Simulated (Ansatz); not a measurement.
A relaxed cell of SiTe is given with its symmetry left out. The cell was found from a structure generator's guess, not taken from experiment.

Method: DFT PBE, scalar-relativistic, plane waves, PAW in Ansatz 0.2.0. Cutoff 420 eV, Γ-centred mesh, Gaussian smearing, no spin polarisation.

```
Si Te
1.0
     3.83716    0.00000    0.00000
    -1.91858    3.32308    0.00000
     0.00000    0.00000   12.24934
Si Te
2 2
Cartesian
  0.0000 0.0000 9.9759
  0.0000 0.0000 2.2734
  0.0000 2.2154 8.4493
  1.9186 1.1077 3.8000
```

Formation energies are uncorrected and refer to the elements' standard structures at the same level.

Problem. What space group does it have?

Solution. P-3m1 (No. 164). Conventional cell: a = 3.837 Å, c = 12.249 Å. Si is surrounded by 3 Te at 2.69 Å; Te is surrounded by 3 Si at 2.69 Å.

Problem. What is its formation energy per atom?

Solution. +0.283 eV/atom. A positive value: parting into the elements would lower its energy.

Problem. Is it a metal?

Solution. No, the gap on the 12×12×4 mesh is 1.14 eV.

Problem. From what recipe could a structure generator have reached it?

Solution. One such recipe: 4-, 6-connected net, elements by coordination (P-3m1, No. 164). Other recipes can lead to the same cell.

The last run used a 12×12×4 mesh (in the run's order of axes) for its 4-atom cell and Gaussian smearing of 0.02 eV. No dispersion correction is applied, so the spacing and binding between layers, chains or molecules are poorly described. Spin–orbit coupling, which can matter for Te, is left out. Kohn–Sham gaps at this level usually fall short of measured ones. The missing spin–orbit coupling can work the other way here. The reference form of Te is held partly by dispersion forces, which this level lacks. A later test with randomly moved atoms ended 2 meV/atom lower on a coarse mesh, in P-1 at a loose tolerance, which is no clear verdict on its stability.
